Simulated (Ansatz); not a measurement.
A geometry of Te₂Mo away from equilibrium: step 2 of the relaxation of a relaxed Te2Mo cell with every coordinate shifted by Gaussian noise of σ = 0.3 Å. Level of theory: r2SCAN (plane waves to 500 eV, PAW, scalar-relativistic; Ansatz, an electronic-structure program). Γ-centred k-mesh 8×8×2 on the run's cell (coarser than for final values), Fermi–Dirac smearing 0.05 eV.

```xyz
6
Lattice="3.5707 -0.0099 -0.0095 -1.7939 3.1203 0.0243 -0.0394 0.0930 14.8206" Properties=species:S:1:pos:R:3 pbc="T T T"
Mo     0.2796     1.8932    11.3876
Mo     1.6316     1.0311     3.4352
Te    -0.1717     2.1599     1.7140
Te     1.8443     1.1750     9.4019
Te     1.9511     0.7824    13.0466
Te     0.0187     1.6005     5.5773
```

**Question.** Which atoms carry the largest force, and which way does it point?

**Answer.** 3.15 eV/Å, on Mo1 (atoms numbered as listed); on Mo1 its components are (-2.06, 0.81, -2.25).

**Question.** What is the pressure?

**Answer.** -1.9 GPa, compression positive.

No spin polarisation in the result. No dispersion correction is included, so spacings between layers, chains or molecules are soft and tend to come out too large.
